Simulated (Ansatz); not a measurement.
YN (rock salt)

```xyz
2
Lattice="0.0000 2.4478 2.4478 2.4478 0.0000 2.4478 2.4478 2.4478 0.0000" Properties=species:S:1:pos:R:3 pbc="T T T"
N      0.0000     0.0000     0.0000
Y      2.4478     2.4478     2.4478
```

E(V) scan at fixed shape, V₀ the volume above. Symmetry pins the atoms to their sites.

Computed with r2SCAN (plane waves to 500 eV, PAW, scalar-relativistic; Ansatz, a first-principles code). k mesh 12×12×12 (Γ-centred), Fermi-Dirac smearing 0.05 eV. The energy includes the smearing's −TS. Compression counts positive. YN is run without spin polarisation. YN was relaxed with its symmetry unable to fall. ΔE is measured from the relaxed starting cell.

| a (Å) | ΔE (meV/atom) | P (GPa) |
|---|---|---|
| 4.6193 | 267.6 | 42.4 |
| 4.6676 | 176.3 | 32.7 |
| 4.7150 | 107.2 | 24.2 |
| 4.7615 | 57.3 | (withheld) |
| 4.8070 | 24.3 | (withheld) |
| 4.8518 | (withheld) | 4.8 |
| 4.8957 | 0.0 | 0.0 |
| 4.9388 | 5.3 | -4.2 |
| 4.9812 | (withheld) | -7.9 |
| 5.0229 | 43.5 | -11.1 |
| 5.0639 | 74.1 | -13.9 |
| 5.1042 | 111.0 | -16.3 |
| 5.1440 | 153.5 | -18.4 |

Task: Complete the blanks.

Result: 
- 4.7615, P (GPa): 16.8
- 4.8070, P (GPa): 10.4
- 4.8518, ΔE (meV/atom): 5.8
- 4.9812, ΔE (meV/atom): 20.2

(A scan under strain: stresses follow from slopes of the energy per volume, elastic moduli from its curvatures.)
